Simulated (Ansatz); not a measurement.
Ba2PdO3 in space group Immm (No. 71; Ba on 4i, Pd on 2a, O on 4i, O on 2d), plane-wave PAW PBE (Ansatz code), all energies at zero smearing, with the estimated change up to a 700 eV cutoff added, with one set of potentials and settings (totals compare only within such a set). Cell of 6 atoms (2 Ba, 1 Pd, 3 O): -20578.672 eV.

```
element                            reference phase  E (eV/atom)
-------  -----------------------------------------  -----------
Ba                      Im-3m, 1 atoms in the cell   -5949.5401
Pd                      Fm-3m, 1 atoms in the cell   -6972.8544
O        C2/m, 4 atoms in the cell, spin-polarised    -565.0000
```

Formation energy per atom, worked out: (-20578.672 − 2×(-5949.5401) − 1×(-6972.8544) − 3×(-565.0000))/6 = -1.956 eV/atom (-189 kJ per mol of atoms), at 0 K, without zero-point energy or fitted corrections.

The first step of the workflow began from a Materials Project structure, measured or hypothetical; the Crystallography Open Database files this formula in space group No. 71, but the cells were not matched. Whether it is the stable phase at ambient conditions was not checked. Symmetry was held in the PBE relaxation; its stability against distortions is not shown here. No spin polarisation was allowed. The references are the lowest solids computed at this level, not always the standard phases (solids in place of the gases). Scalar-relativistic: spin–orbit coupling is off unless named, which matters more the heavier the elements.

Potentials: the later of the program's two PAW sets.
